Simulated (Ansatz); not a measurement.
The cell comes from COD entry 9008808, which wasn't checked; take it as a given geometry. The listed cell was then made from it by scaling, straining or moving an atom.

An input for BePd: DFT, LDA, all-electron LAPW, scalar-relativistic (Ansatz 0.2.0).

Command: `ansatz run input.yaml --threads 1 --pin off --max-ram 3072MiB --backend cpu --events-out ev --progress --plain --runs-dir out` The run took 15 s on 1 thread of Arm Neoverse V1, with other jobs on the host, peak memory 0.34 GiB.

```yaml
crystal:
  lattice:
    - [2.7555757238, 0.0, 0.0]
    - [0.0, 2.7555757238, 0.0]
    - [0.0, 0.0, 2.7555757238]
  atoms:
    - { symbol: Be, position: [0.0, 0.0, 0.0] }
    - { symbol: Pd, position: [0.5, 0.5, 0.5] }
kpoints:
  mp_grid: { grid: [12, 12, 12] }
  band_path:
    path:
      - [0.0, 0.0, 0.0]
      - [0.0, 0.5, 0.0]
      - [0.5, 0.5, 0.0]
      - [0.0, 0.0, 0.0]
      - [0.5, 0.5, 0.5]
      - [0.0, 0.5, 0.0]
      - [0.5, 0.5, 0.5]
      - [0.5, 0.5, 0.0]
    npoints: 5
scf:
  occupations: { method: fermi_dirac, width: 0.08 }
hamiltonian:
  xc: lda
  pseudopotentials: { kind: all_electron, lapw: { basis_error: 0.001 } }
output:
  forces: true
  stress: true
  eigenvalues: true
```

The results part of the log:

```
SCF 1 converged in 7 iterations: F = -137577.242173 eV  dr2 = 2.04e-8
NSCF: frozen V_eff on 36 k-points
SCF converged after 7 iterations
Free energy (F): -137577.242173 eV
Harris-Foulkes:  -137577.242173 eV  (|F-HF|=3.84e-8)
Internal energy: -137577.225217 eV  (E = F + TS)
E sigma→0 (E₀):  -137577.233695 eV
Entropy (-TS):   -0.016956 eV (-8.478 meV/atom)
Fermi energy:    19.399513 eV
--- Per-component energies (eV) ---
  E_band       = -3370.726693
  E_kinetic    = 143519.871293
  E_xc         = -3868.540548
  E_electrostatic = -277228.555963  (all electrons and nuclei)
  E_smearing   = -0.016956  (= −TS)
  E_closure    = 0.000000  (closes the sum)
  E_atoms      = -137566.673508  (free atoms, spherical and without spin; not in F)
  Σ components = -137577.242173   (vs F -137577.242173, Δ=0.00e0)
  Basis errors (estimates in eV, not in F): energy 1.6e-4 per atom: plane waves 1.1e-4 (8.2e-5 summed), levels above the bands 5.2e-41, relativity 3.6e-9, radial functions 4.6e-5, core shells 5.4e-8; eigenvalues (radial functions only) 4.9e-6; not estimated: angular momenta, meshes, grids; target (lapw.basis_error) 1.0e-3; muffin-tin radii Be 1.009 Å, Pd 1.378 Å
--- Forces (eV/Å), atoms counted from 1 ---
  atom   1  Be    -0.00000000    -0.00000000     0.00000000
  atom   2  Pd     0.00000000     0.00000000    -0.00000000
  max |Σ_I F_I| component: 3.78e-31 eV/Å
--- Stress (GPa, compression-positive) ---
        4.022174      -0.000000       0.000000
       -0.000000       4.022174       0.000000
        0.000000       0.000000       4.022174
  P = ⅓ Tr σ = 4.0222 GPa (40.222 kbar)
--- Band table (eV; the first three rows and the last of 84) ---
  k-point 0: bands = ["-306.6595", "-306.6595", "-306.6431", "-306.6431", "-306.6431", "-79.6003", "-66.0659", "-31.7629", "-31.7629", "-31.7629", "9.2643", "13.3044", "13.3044", "16.9334", "16.9334", "16.9334", "24.7651", "24.7651", "24.7651", "34.2556"]
  k-point 1: bands = ["-306.6595", "-306.6595", "-306.6431", "-306.6431", "-306.6431", "-79.6002", "-66.0646", "-31.7784", "-31.7616", "-31.7616", "9.4037", "13.3375", "13.3828", "16.7837", "16.7837", "16.9439", "24.2705", "25.0401", "25.0401", "33.9752"]
  k-point 2: bands = ["-306.6595", "-306.6595", "-306.6431", "-306.6431", "-306.6431", "-79.6001", "-66.0612", "-31.8205", "-31.7580", "-31.7580", "9.8002", "13.4295", "13.6038", "16.4099", "16.4099", "16.9726", "23.1087", "25.7903", "25.7903", "33.2648"]
  k-point 83: bands = ["-306.6595", "-306.6595", "-306.6431", "-306.6431", "-306.6431", "-79.5985", "-66.0104", "-31.9408", "-31.9408", "-31.9408", "12.4674", "12.4674", "12.4674", "18.1589", "18.1589", "24.4427", "25.1225", "25.1225", "25.1225", "26.4689"]
```
